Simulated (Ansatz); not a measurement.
SiC4 in space group Pn-3m (No. 224; Si on 2a, C on 8e), the program Ansatz at the PBE level (PAW). The conduction-band minimum lies on the Γ–R line, 23 % of the way from Γ, with 8 equivalent valleys. Second derivatives d²E/dk² of the lowest band at one valley (eV·Å²), along Cartesian directions:

```tsv
direction	d²E/dk²
[100]	4.380
[010]	4.380
[001]	4.380
[110]	3.320
[101]	3.320
[011]	3.320
```

**Question.** Find the principal effective masses, the density-of-states mass and the conductivity mass.

**Answer.** Off-diagonal terms follow from H_xy = H[110] − (H_xx + H_yy)/2, and m*/mₑ = 7.620 eV·Å² over each eigenvalue: 1.4, 1.4, 3.4. One valley's DOS mass (m₁m₂m₃)^(1/3) = 1.9, conductivity mass 3/(Σ 1/mᵢ) = 1.7 mₑ.

**Question.** What effective density of states Nc follows at 300 K for parabolic valleys?

**Answer.** Nc = 2.509e19 × 8 × (1.9)^(3/2) ≈ 5.3e20 cm⁻³.

The start of the workflow was typed in or built on a structure type; neither database checked (COD, Materials Project) lists it. Its standing as an ambient phase is unchecked. Symmetry was held in the PBE relaxation; its stability against distortions is not shown here. Its formation energy is positive at this level, so the cell may be metastable or incomplete.

Potentials: the earlier of the program's two PAW sets.

Edges and masses are those of Kohn–Sham bands, whose gap is no quasiparticle gap.
